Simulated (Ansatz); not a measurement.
# One geometry of TeAs$_{2}$, one setting changed: set of potentials

Method: DFT PBEsol, scalar-relativistic, plane waves in Ansatz 0.2.0. The atoms stay where they are, in a cell that isn't relaxed at these levels; pressure is positive in compression. Spin–orbit coupling is left out, which matters for the gaps of heavy elements.

```yaml
crystal:
  lattice:
    - [-3.55645, 3.55645, 2.94052]
    - [3.55645, -3.55645, 2.94052]
    - [3.55645, 3.55645, -2.94052]
  atoms:
    - { symbol: Te, position: [0.75000, 0.25000, 0.50000] }
    - { symbol: Te, position: [0.00000, 0.00000, 0.00000] }
    - { symbol: As, position: [0.37500, 0.62500, 0.25000] }
    - { symbol: As, position: [0.37500, 0.12500, 0.75000] }
    - { symbol: As, position: [0.37500, 0.62500, 0.75000] }
    - { symbol: As, position: [0.87500, 0.62500, 0.25000] }
```

| Property | Result |
| --- | --- |
| Γ-centred k-mesh | 8×8×8 |
| occupation rule | Gaussian smearing, 0.1 eV |
| spin treatment | unpolarised |

| set of potentials | cutoff (eV) | gap on mesh (eV) | P (GPa) |
| --- | --- | --- | --- |
| PAW (default set) | 420 | metal | -3.8 |
| PAW (harder set) | 640 | metal | -3.8 |
| norm-conserving potentials | 1143 | metal | -3.8 |

Cost: 3 runs of about 0.93 core-minutes in all, on AMD EPYC 9R45 (Zen 5) (shared hosts).